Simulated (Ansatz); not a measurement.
Relaxed-ion elastic tensor of AlIr (rock salt, Fm-3m) in GPa (Voigt order), r²SCAN in the plane-wave PAW code Ansatz; density 11.60 g/cm³, 15.69 Å³ per atom.

```
  333   84.3   84.3    0.0    0.0    0.0
 84.3    333   84.3    0.0    0.0    0.0
 84.3   84.3    333    0.0    0.0    0.0
  0.0    0.0    0.0  -94.2    0.0    0.0
  0.0    0.0    0.0    0.0  -94.2    0.0
  0.0    0.0    0.0    0.0    0.0  -94.2
```

Is the crystal mechanically stable?

No: the smallest eigenvalue of C is -94.2 GPa.

The start of the workflow was typed in or built on a structure type; neither database checked (COD, Materials Project) lists it. Whether it is the stable phase at ambient conditions was not checked. Symmetry was held in the r²SCAN relaxation. At this level the phase is mechanically unstable. The run is not spin-polarised. As this level gives no gap, shear constants depend on the k-mesh and smearing (Fermi–Dirac, 0.1 eV here). Scalar-relativistic: spin–orbit coupling is off unless named, which matters more the heavier the elements.

Potentials: the earlier of the program's two PAW sets.
